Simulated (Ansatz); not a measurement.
Rough cost of magnetic runs on MnHg (P4/mmm) in Ansatz 0.2.0, 2 threads of Arm Neoverse V2, on a shared host.

```xyz
4
Lattice="3.2880 0.0000 0.0000 0.0000 3.2880 0.0000 0.0000 0.0000 6.6260" Properties=species:S:1:pos:R:3 pbc="T T T"
Mn    1.6440    1.6440    1.6565
Mn    1.6440    1.6440    4.9695
Hg    0.0000    0.0000    0.0000
Hg    0.0000    0.0000    3.3130
```

```tsv
run	functional, mesh	k points solved	bands	iterations	wall time (s)	peak memory (GiB)
PAW: no spin polarisation	PBE, 11×11×6	84	42	6	5.8	0.47
PAW: start Mn1↑ Mn2↓	PBE, 11×11×6	84	47	13	23	0.65
LAPW: start Mn1↑ Mn2↓	PBE, 11×11×6	84	76	15	79	1.7
PAW: parallel moments	PBE, 11×11×6	84	47	11	19	0.62
LAPW: parallel moments	PBE, 11×11×6	84	76	15	150	1.7
```
